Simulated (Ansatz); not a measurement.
BaTiO₃ (cubic perovskite, Pm-3m), a = b = c = 3.994 Å, α = β = γ = 90.00°.

Relaxed with r²SCAN.

Give the optical modes at the zone centre with their infrared and Raman activity from DFPT, DFT-r²SCAN in the program Ansatz with PAW potentials.

Transverse frequencies, without the LO–TO term; a row sums one degenerate level.

```json
[
 {"ω (cm⁻¹)": "227i", "degeneracy": "3", "IR ((D/Å)²/amu)": "247.67", "Raman (Å⁴/amu)": "0", "activity": "IR", "symmetry": "T1u"},
 {"ω (cm⁻¹)": "180", "degeneracy": "3", "IR ((D/Å)²/amu)": "8.05", "Raman (Å⁴/amu)": "0", "activity": "IR", "symmetry": "T1u"},
 {"ω (cm⁻¹)": "299", "degeneracy": "3", "IR ((D/Å)²/amu)": "0.00", "Raman (Å⁴/amu)": "0", "activity": "silent", "symmetry": "T2u"},
 {"ω (cm⁻¹)": "473", "degeneracy": "3", "IR ((D/Å)²/amu)": "3.25", "Raman (Å⁴/amu)": "0", "activity": "IR", "symmetry": "T1u"}
]
```

How high does the top mode go among those that the LO–TO term moves?

661 cm⁻¹ for q along x.

This is a known high-temperature phase of the composition, computed here at zero pressure and temperature. Symmetry was held in the r²SCAN relaxation. At this level the phase is dynamically unstable (imaginary phonons). The run is not spin-polarised. Scalar-relativistic: spin–orbit coupling is off unless named, which matters more the heavier the elements.

Potentials: the later of the program's two PAW sets.
